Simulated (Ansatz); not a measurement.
Trial structure of ReI4, not yet relaxed:

Space group Im-3m (No. 229). a = 7.235 Å, b = 7.235 Å, c = 7.235 Å, α = 90.00°, β = 90.00°, γ = 90.00°
| atom | site | symmetry | x | y | z |
| --- | --- | --- | --- | --- | --- |
| Re | 2a | m-3m | 0.0000 | 0.0000 | 0.0000 |
| I | 8c | .-3m | 0.2500 | 0.2500 | 0.2500 |

Level of theory: DFT PBE, scalar-relativistic, plane waves, PAW (Ansatz). Settings: cutoff 420 eV, Γ-centred mesh 4×4×4 on the computed 5-atom cell, Gaussian smearing of 0.10 eV; collinear spin from starting moments 1.0 0.0 0.0 0.0 0.0 μB.

Formation energies are uncorrected and refer to the elements' standard structures at the same level.

Q: How far from equilibrium is it?

A: The pressure is -1.5 GPa (it wants to contract), the largest force is 0.00 eV/Å (symmetry fixes the atoms), and the energy is +0.91 eV/atom against the elements. The shortest distance is 3.13 Å.

Q: How much does it gain on relaxing, and where does it end?

A: Relaxing gains under 0.1 eV/atom (the start's value is from the coarse mesh, so the gain is rough) in 7 ionic steps and ends at +0.89 eV/atom on the finer mesh. The symmetry stays Im-3m (No. 229). The volume per atom shrinks by 6.7 %, from 37.9 to 35.4 Å³. The shortest distance goes from 3.13 Å (Re–I) to 3.06 Å (Re–I). Conventional cell: a = 7.071 Å. Re has 8 I at 3.06 Å; around I lie 2 Re at 3.06 Å and 6 I at 3.54 Å.

The last run used collinear spin, an 8×8×8 mesh for its 5-atom cell and Gaussian smearing of 0.10 eV. These runs have no spin–orbit coupling, which can matter for I and Re. The reference form of I is held partly by dispersion forces, which this level lacks. The magnetic state reached may not be the lowest. The relaxation can't lower the symmetry of the start. A structure relaxed within its symmetry needn't be a true minimum.
